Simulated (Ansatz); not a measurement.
Relaxed PbS (rock salt):

```
PbS
1.0
    0.00000     3.00445     3.00445
    3.00445     0.00000     3.00445
    3.00445     3.00445     0.00000
S Pb
1 1
Direct
  0.00000   0.00000   0.00000
  0.50000   0.50000   0.50000
```

In this cell atom 2 (Pb, nearest neighbour S at 3.004 Å; its periodic images, 4.2 Å or more away, move with it) is moved by s towards the nearest neighbour, unit vector (-1.000, 0.000, 0.000); all other atoms and the cell stay fixed.

Level of theory: PBE (plane waves to 420 eV, PAW, scalar-relativistic; Ansatz, an electronic-structure program). k mesh 8×8×8 (Γ-centred), Fermi-Dirac smearing 0.05 eV. Energies are smeared free energies. PbS was relaxed with its symmetry unable to fall. Spin-orbit coupling is left out, though Pb is heavy. The zero of ΔE is the undisplaced structure.

Question: Estimate the ΔE (eV/cell) for s (Å) = -0.240, -0.120, -0.060, 0.180, 0.240.

Answer: 
```csv
s (Å),ΔE (eV/cell)
-0.240,0.0144
-0.120,0.0017
-0.060,0.0003
0.180,0.0056
0.240,0.0144
```

(For displaced atoms, the force is minus the slope of the energy, and its curvature is a force constant, which sets phonon frequencies.)
